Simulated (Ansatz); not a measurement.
ZnIn2O4, first-principles data

ZnIn2O4:
```xyz
7
Lattice="-2.3498 2.3498 5.0254 2.3498 -2.3498 5.0254 2.3498 2.3498 -5.0254" Properties=species:S:1:pos:R:3 pbc="T T T"
In     0.0000     0.0000     5.0254
In     2.3498     0.0000     2.5127
Zn     0.0000     0.0000     0.0000
O      3.4690     1.0373     1.1304
O     -1.1192     1.3125     6.1558
O      1.0373     1.2307    -1.1304
O      1.3125     1.1192     3.8950
```

Space group I-4 (No. 82); conventional cell a = b = 4.700 Å, c = 10.051 Å, α = β = γ = 90.00°.

Method: the program Ansatz at the r²SCAN level (PAW). The cell and atoms are relaxed at this level. Other levels are named where they apply.

### Cell and energy

```yaml
volume_per_atom: 15.86 Å³
density: 5.37 g/cm³
Formation energy from the elements (no fitted shifts): -1.49 eV/atom
```

### Electronic structure

```yaml
band_gap: 1.28 eV (direct)
valence_band_maximum: at Γ
conduction_band_minimum: at Γ
electron_effective_mass: 0.23 mₑ (isotropic)
Electron effective mass with spin–orbit coupling: 0.23 mₑ (isotropic)
Hole effective mass, band 1 of 2 at the edge: 2.1 along x, 2.1 along z (mₑ)
Hole effective mass, band 2 of 2 at the edge: 0.32 along x, 2.1 along z (mₑ)
Hole effective mass with spin–orbit coupling: 0.58, 0.63, 2.1 mₑ (principal values)
HSE06 gap on the r²SCAN cell: 2.37 eV
Gap with spin–orbit coupling: 1.28 eV
```

### Mechanics

```yaml
Bulk modulus (Birch–Murnaghan fit): 70.3 GPa
Pressure derivative B′: 1.3
```

### Charges

```yaml
bader_charges: In +1.85 to +1.86, Zn +1.30, O -1.25 e
```

A made-up cell: these elements were put on the sites of a structure type; neither database checked (COD, Materials Project) lists it. Its standing as an ambient phase is unchecked. The r²SCAN relaxation kept the symmetry of its start; whether a distortion lowers the energy is not shown. The references are the lowest solids computed at this level, not always the standard phases (solids in place of the gases). Scalar-relativistic: spin–orbit coupling is off unless named, which matters more the heavier the elements.

Potentials: the earlier of the program's two PAW sets.
